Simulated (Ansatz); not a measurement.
# Co: from a starting cell to a relaxed one

The start is a generated cell, Co built in the AFLOW prototype A_oC8_64_f (A17, as in P). The structure is fully relaxed (lattice and positions, P = 0) with r2SCAN (plane waves to 500 eV, PAW, scalar-relativistic; Ansatz, a first-principles code). The first steps use a coarse 12×12×9 k-mesh.

Initial structure:
```
Co
1.0
    1.38547    -4.38101     0.00000
    1.38547     4.38101     0.00000
    0.00000     0.00000     3.65959
Co
4
Direct
  0.39832   0.60168   0.58056
  0.60168   0.39832   0.41944
  0.89832   0.10168   0.91944
  0.10168   0.89832   0.08056
```
Spin-polarised start, with parallel moments on Co.

What symmetry does the relaxed structure have?

The space group goes from Cmce (No. 64) to Fmmm (No. 69), with 2 atoms in the primitive magnetic cell.

How much energy is released per atom?

About 2.0 eV/atom.

How does the volume change?

+3.0 %, from 11.11 to 11.44 Å³/atom.

How do the shortest distances between atoms change?

The closest pairs of elements (up to four, under 3.6 Å), start → end: Co–Co 1.86 → 2.35 Å.

What band gap does the relaxed structure have at this level?

Zero (metallic).

What magnetic moments remain?

Net 1.87 μB/atom, ferromagnetic.

Write out the relaxed structure.


Space group Fmmm (No. 69); a = 2.6019 Å, b = 4.0338 Å, c = 8.7201 Å, α = 90.00°, β = 90.00°, γ = 90.00°

```
atom  site  symmetry       x       y       z
----  ----  --------  ------  ------  ------
Co      8i       mm2  0.0000  0.0000  0.1346
```
(The calculation used a cell of 2 atoms; values per cell refer to that cell.)

Final values are on a 19×19×19 k-mesh of the relaxed cell. The start holds a very short contact (Co–Co 1.86 Å). Spin state reached: ferromagnetic (net 1.87 μB/atom), from parallel starting moments; other spin orders were not run from this start. r2SCAN tends to overstate moments in metals.

The run could not lose the symmetry of its start: the end is stationary, and may be a saddle point rather than a minimum.

The relaxed structure here is a generated cell of Co: the first start was made by placing the elements on the sites of a structure type, and the end was not matched to a known phase here, so it may be hypothetical. Known forms of Co include space group No. 194.
